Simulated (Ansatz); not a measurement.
# Vibrational response of Li$_{2}$H

Level of theory: Ansatz, DFT PBE, scalar-relativistic, plane waves, PAW. Cutoff 420 eV, 18×18×18 k-points (Γ-centred), Fermi-Dirac smearing of 0.15 eV. No spin polarisation. Phonons by linear response, acoustic sum rule imposed.

Equilibrium structure at this level:
```
CELL_PARAMETERS angstrom
1.40601 0.81176 5.11499
-1.40601 0.81176 5.11499
0.00000 -1.62352 5.11499
ATOMIC_POSITIONS crystal
Li 0.08151 0.08151 0.08151
Li 0.91848 0.91848 0.91848
H 0.66697 0.66697 0.66697
```

The structure comes from a generated guess, relaxed at this level; another structure or a mixture of phases may lie lower. In a metal, frequencies depend on the k mesh and the smearing, soft modes most.

Question: Is this structure stable against zone-centre distortions?

Answer: Yes, at Γ: no optical mode is imaginary. Strains and other wave vectors aren't tested by this run.

Question: List the optical modes at Γ (i marks imaginary ones).

Answer:
```csv
frequency (THz),degeneracy
3.38,2
15.20,1
18.15,2
19.69,1
```
